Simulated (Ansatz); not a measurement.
Sr2ZnWO6 in space group I4/m (No. 87; Pearson symbol tI20), r²SCAN (plane waves, PAW; program Ansatz). The conduction-band minimum lies at X, with 2 equivalent valleys. Second derivatives d²E/dk² of the lowest band at one valley (eV·Å²), along Cartesian directions:

| direction | d²E/dk² |
|---|---|
| [100] | 3.064 |
| [010] | 3.330 |
| [001] | 6.170 |
| [110] | 1.131 |
| [101] | 4.614 |
| [011] | 4.747 |

Problem. Find the principal effective masses, the density-of-states mass and the conductivity mass.

Solution. Off-diagonal terms follow from H_xy = H[110] − (H_xx + H_yy)/2, and m*/mₑ = 7.620 eV·Å² over each eigenvalue: 1.2, 1.4, 6.8. One valley's DOS mass (m₁m₂m₃)^(1/3) = 2.3, conductivity mass 3/(Σ 1/mᵢ) = 1.8 mₑ.

Problem. What effective density of states Nc follows at 300 K for parabolic valleys?

Solution. Nc = 2.509e19 × 2 × (2.3)^(3/2) ≈ 1.8e20 cm⁻³.

The first step of the workflow began from a Materials Project structure, measured or hypothetical; the Crystallography Open Database copy checked does not list it. COD files the formula under space group No. 14, 225, so this cell is another polymorph or a model. With Zn and W taken as one species the cell has the higher symmetry I4/mcm, so it may be an ordered model of a mixed-site phase. Its standing as an ambient phase is unchecked. The r²SCAN relaxation kept the symmetry of its start; its stability against distortions is not shown here. The run is not spin-polarised. No Hubbard U is applied. Spin–orbit coupling is left out wherever it is not named.

Potentials: the later of the program's two PAW sets.

Edges and masses are those of Kohn–Sham bands, whose gap is no quasiparticle gap.
